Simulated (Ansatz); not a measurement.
**CuPt (R-3m): the size of the finite step**

```yaml
crystal:
  lattice:
    - [1.35843, 0.78429, 4.25981]
    - [-1.35843, 0.78429, 4.25981]
    - [0.00000, -1.56857, 4.25981]
  atoms:
    - { symbol: Cu, position: [0.00000, 0.00000, 0.00000] }
    - { symbol: Pt, position: [0.50000, 0.50000, 0.50000] }
```

Unless marked otherwise, the numbers come from r²SCAN, PAW on Ansatz 0.2.0's default frozen-core files (fitted under PBE), scalar-relativistic. k mesh 20×20×20, strains of ±0.005, Fermi-Dirac smearing of 0.080 eV, cutoff 500 eV. The cell was relaxed by PAW under this functional. This phase needn't be the one found at ambient conditions.

**Question.** Elastic constants come from stresses at strains of ±0.005 (two-point stencil): C11 = 364.4, C12 = 151.5, C13 = 148.2, C14 = -23.9, C33 = 333.3, C44 = 59.0 GPa. What does an amplitude of 0.04 give?

**Answer.** C11 = 376.4, C12 = 153.0, C13 = 149.5, C14 = -24.0, C33 = 337.5, C44 = 59.4 GPa. A large step picks up anharmonic terms.

Known limits: frozen-core PAW files fitted under PBE, their cores solved anew for the functional of the run; responses of metals move with mesh and smearing; no spin-orbit coupling on heavy atoms; the softest shear constant rests on one k mesh, and a soft shear can herald a distortion on cooling; elastic stability says nothing of phonons or of other phases.
